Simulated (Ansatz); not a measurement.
SiGe:
```cif
data_Ge2Si2
_chemical_formula_sum 'Si2 Ge2'
_space_group_name_H-M_alt 'Pmma'
_space_group_IT_number 51
_space_group_name_Hall '-P 2a 2a'
_cell_length_a 3.92333
_cell_length_b 3.92812
_cell_length_c 5.54304
_cell_angle_alpha 90.000
_cell_angle_beta 90.000
_cell_angle_gamma 90.000
loop_
_atom_site_label
_atom_site_type_symbol
_atom_site_symmetry_multiplicity
_atom_site_Wyckoff_symbol
_atom_site_fract_x
_atom_site_fract_y
_atom_site_fract_z
_atom_site_occupancy
Si1 Si 2 e 0.25000 0.00000 0.12002 1
Ge1 Ge 2 f 0.25000 0.50000 0.36941 1
```

Relaxed with r²SCAN. r²SCAN in the plane-wave PAW code Ansatz gives a gap of 0.58 eV.

### Question
What gap does HSE06 give on the same cell (Ansatz, PAW)?

### Answer
0.91 eV, 0.34 eV more. The hybrid was solved on a coarser mesh and at special points; its gap is the smallest among all of these.

Cost on shared cores: the r²SCAN run (SCF on a 7×7×5 mesh, then bands and DOS) very roughly 2.0 core-minutes, the HSE06 run (SCF on 5×5×4, then a few points) around 2.8 core-minutes (rough); the tasks are unlike.

The start of the workflow was typed in or built on a structure type; neither database checked (COD, Materials Project) lists it. Its standing as an ambient phase is unchecked. The r²SCAN relaxation kept the symmetry of its start; whether a distortion lowers the energy is not shown. Spin–orbit coupling is left out wherever it is not named.

Potentials: the later of the program's two PAW sets.
